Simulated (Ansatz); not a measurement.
CsSnI3 (cubic perovskite)

Space group Pm-3m (No. 221); a = b = c = 6.2712 Å, α = β = γ = 90.00°

```csv
atom,site,symmetry,x,y,z
Cs,1a,m-3m,0.0000,0.0000,0.0000
Sn,1b,m-3m,0.5000,0.5000,0.5000
I,3c,4/mm.m,0.0000,0.5000,0.5000
```

E(V) scan at fixed shape, V₀ the volume above. Symmetry pins the atoms to their sites.

Method: PBE (plane waves to 420 eV, PAW, scalar-relativistic; Ansatz, a quantum-chemistry and plane-wave program). k mesh 6×6×6 (Γ-centred), Fermi-Dirac smearing 0.05 eV. Energies are smeared free energies. On this mesh the relaxed cell isn't quite at rest: it carries a pressure of 0.1 GPa (compression positive) at the zero of the scan. CsSnI3 was relaxed with its symmetry unable to fall. Spin-orbit coupling is left out, though I is heavy. The PAW data are Ansatz's earlier set. This is a high-temperature form of CsSnI3. ΔE is measured from the relaxed starting cell.

| V (Å³/atom) | ΔE (meV/atom) |
|---|---|
| 46.368 | 11.9 |
| 46.959 | 7.8 |
| 47.551 | 4.6 |
| 48.143 | 2.3 |
| 48.735 | 0.8 |
| 49.327 | 0.0 |
| 49.919 | -0.1 |
| 50.511 | 0.6 |
| 51.103 | 1.8 |
| 51.695 | 3.6 |
| 52.287 | 5.9 |

Question: What is the fitted pressure derivative B₀′?

Answer: 4.5.

Question: What bulk modulus B₀ follows from a third-order Birch-Murnaghan fit?

Answer: 15.4 GPa.

(Under strain, the slope of the energy per volume gives the stress and its curvature an elastic modulus.)
